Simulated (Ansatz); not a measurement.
Cs2WO2F4:
```
CELL_PARAMETERS angstrom
      5.54265     3.10569     0.00000
     -5.54265     3.10569     0.00000
     -0.15022     0.00000     5.00004
ATOMIC_POSITIONS crystal
  Cs 0.67647 0.32353 0.30371
  Cs 0.32353 0.67647 0.69629
  W  0.00000 0.00000 0.00000
  O  0.85833 0.14167 0.81010
  O  0.14167 0.85833 0.18990
  F  0.83991 0.71435 0.77500
  F  0.16009 0.28565 0.22500
  F  0.71435 0.83991 0.22500
  F  0.28565 0.16009 0.77500
```

Relaxed with r²SCAN. Special points in fractions of this cell's reciprocal vectors: Γ (0.000, 0.000, 0.000); C (0.329, 0.329, 0.000); C2 (-0.329, 0.671, 0.000); Y2 (-0.500, 0.500, 0.000); M2 (-0.500, 0.500, 0.500); D (-0.323, 0.677, 0.500); D2 (0.323, 0.323, 0.500); A (0.000, 0.000, 0.500); L2 (0.000, 0.500, 0.500); V2 (0.000, 0.500, 0.000).

Task: List the band energies nearest the valence-band maximum at these points for r²SCAN with spin–orbit coupling (plane waves, PAW; program Ansatz).

Result: In eV from the valence-band maximum; about four levels below and three above (degenerate sets whole), none deeper than 8.9 eV; points with the same levels are listed once.

| k | below | above |
|---|---|---|
| Γ | -0.40 -0.40 -0.11 -0.11 | 2.83 2.83 4.43 4.43 |
| C | -0.49 -0.49 -0.08 -0.08 | 2.89 2.89 4.43 4.43 |
| Y2 | -0.33 -0.33 -0.10 -0.10 | 2.82 2.82 4.53 4.53 |
| M2 | -0.39 -0.39 -0.10 -0.10 | 2.82 2.82 4.56 4.56 |
| D | -0.47 -0.47 -0.04 -0.04 | 2.88 2.88 4.44 4.44 |
| A | -0.33 -0.33 -0.01 -0.01 | 2.84 2.84 4.45 4.45 |
| L2 | -0.48 -0.48 -0.02 -0.02 | 2.89 2.89 4.36 4.36 |
| V2 | -0.48 -0.48 -0.07 -0.07 | 2.91 2.91 4.36 4.36 |

Space group C2/m. The first step of the workflow began from a Materials Project structure, measured or hypothetical; the Crystallography Open Database copy checked does not list it. Its standing as an ambient phase is unchecked. The r²SCAN relaxation kept the symmetry of its start; whether a distortion lowers the energy is not shown. No spin polarisation was allowed. No Hubbard U is applied.

Potentials: the later of the program's two PAW sets.
